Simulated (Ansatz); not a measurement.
All numbers below come from DFT PBE, scalar-relativistic, plane waves, PAW in Ansatz 0.2.0. All cells share a 420 eV cutoff and Γ-centred k meshes spaced at most about 0.3 Å⁻¹ (about 0.25 or finer for metals, 2π included). No spin polarisation in the final relaxations.

Temperature and zero-point effects are left out. All come from trial cells, and lower structures may exist.

**Question.** Which of these relaxed structures of AlGa2Sb3 is the lowest in energy?
A.

```
Al Ga Sb
1.0
     3.32935    1.92220    4.09520
    -3.32935    1.92220    4.09520
     0.00000   -3.84440    4.09520
Al Ga Sb
1 2 3
Direct
  0.50000 0.50000 0.50000
  0.12080 0.12080 0.12080
  0.87920 0.87920 0.87920
  0.50000 0.50000 0.00000
  0.00000 0.50000 0.50000
  0.50000 0.00000 0.50000
```

B.

```
Al Ga Sb
1.0
     4.13455    0.00000    0.00000
     0.00000    4.13455    0.00000
     0.00000    0.00000    8.69173
Al Ga Sb
1 2 3
Direct
  0.00000 0.00000 0.93589
  0.50000 0.00000 0.22579
  0.00000 0.50000 0.22579
  0.50000 0.50000 0.94976
  0.50000 0.50000 0.51034
  0.00000 0.00000 0.61327
```

C.

```
Al Ga Sb
1.0
     3.52303    0.00000    0.00000
     0.00000    3.52303    0.00000
     0.00000    0.00000   11.38281
Al Ga Sb
1 2 3
Direct
  0.50000 0.50000 0.00000
  0.50000 0.50000 0.33248
  0.50000 0.50000 0.66752
  0.00000 0.00000 0.84992
  0.00000 0.00000 0.15008
  0.00000 0.00000 0.50000
```

D.

```
Al Ga Sb
1.0
     5.26027    0.00000    0.00000
    -2.63013    4.55553    0.00000
     0.00000    0.00000    6.10961
Al Ga Sb
1 2 3
Direct
  0.00000 0.00000 0.00000
  0.66667 0.33333 0.24179
  0.66667 0.33333 0.75821
  0.00000 0.00000 0.50000
  0.33333 0.66667 0.00000
  0.33333 0.66667 0.50000
```

**Answer.** B. It has space group P4mm (No. 99); the next, D, with space group P-6m2 (No. 187), lies 37 meV/atom higher. Counting Sb atoms around Al and Ga (those within 1.25 times the shortest such distance or 1.15 times the sum of covalent radii, 1.27 where that leaves under three; a plus sign parts nearer from farther groups; the shortest distance is added where it exceeds 1.18 times the sum of covalent radii), the lowest has Al 5, Ga 4+2 from 3.2 Å and the next has Al 5, Ga 9 from 3.4 Å. The lowest holds Sb–Sb nets (shortest 3.06 Å); the next holds Sb–Sb bonds in all directions (shortest 3.04 Å). Even the lowest lies +0.09 eV/atom against the elements.

These runs have no spin–orbit coupling, which can matter for Sb. Cells relaxed within their symmetry can be saddle points. Some structure types and database cells were kept out of the candidates from the start, so a known form may be missing.
